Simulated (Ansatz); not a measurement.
Al (fcc, Cu type)

```
CELL_PARAMETERS angstrom
      0.00000     4.03999     4.03999
      2.01999     2.01999     4.03999
      2.01999     2.01999     0.00000
ATOMIC_POSITIONS crystal
  Al 0.00000 0.00000 0.00000
  Al 0.50000 0.00000 0.00000
```

The atoms are displaced by Q × the pattern below (from a DFPT mode at X = (0.5, 0.5, 0.0), largest move 1; Q in Å), at fixed cell. (q is in reciprocal vectors of the primitive cell; the cell shown is doubled to hold the pattern.)

```csv
atom,x,y,z
Al1,0.000,0.000,-1.000
Al2,0.000,0.000,1.000
```

Calculation: PBE (plane waves to 420 eV, PAW, scalar-relativistic; Ansatz, a first-principles code). k mesh 20×20×20 (Γ-centred), Fermi-Dirac smearing 0.05 eV. The energy includes the smearing's −TS. With partly filled bands, energies and forces of such displacements shift with the k mesh and the smearing. Al was relaxed with its symmetry unable to fall. The PAW data are Ansatz's earlier set. ΔE is measured from the undisplaced structure. The last digit holds for this mesh only.

```json
[
 {"Q (Å)": "-0.180", "ΔE (meV/cell)": "332.3"},
 {"Q (Å)": "-0.150", "ΔE (meV/cell)": "229.7"},
 {"Q (Å)": "-0.120", "ΔE (meV/cell)": "146.5"},
 {"Q (Å)": "-0.090", "ΔE (meV/cell)": "82.1"},
 {"Q (Å)": "-0.060", "ΔE (meV/cell)": "withheld"},
 {"Q (Å)": "-0.030", "ΔE (meV/cell)": "9.2"},
 {"Q (Å)": "0.000", "ΔE (meV/cell)": "0.0"},
 {"Q (Å)": "0.030", "ΔE (meV/cell)": "9.2"},
 {"Q (Å)": "0.060", "ΔE (meV/cell)": "withheld"},
 {"Q (Å)": "0.090", "ΔE (meV/cell)": "82.1"},
 {"Q (Å)": "0.120", "ΔE (meV/cell)": "146.5"},
 {"Q (Å)": "0.150", "ΔE (meV/cell)": "229.7"},
 {"Q (Å)": "0.180", "ΔE (meV/cell)": "332.3"}
]
```

### Question
Fit an even polynomial form (powers 2, 4) to the given rows and predict ΔE at Q = 0.060.

### Answer
Least squares on the 11 given rows: ΔE = (10100)·Q² + (4716)·Q⁴, in meV/cell with Q in Å; root-mean-square residual 0.08 meV/cell. At 0.060 the fit gives 36.4 meV/cell; the calculation gives 36.5 meV/cell, so the interpolation is off by -0.1 (-0.3 %). The quadratic term alone would give 36.4 meV/cell.

(A displaced cell: forces are minus the slopes of the energy, force constants its curvatures, and phonons follow from these.)
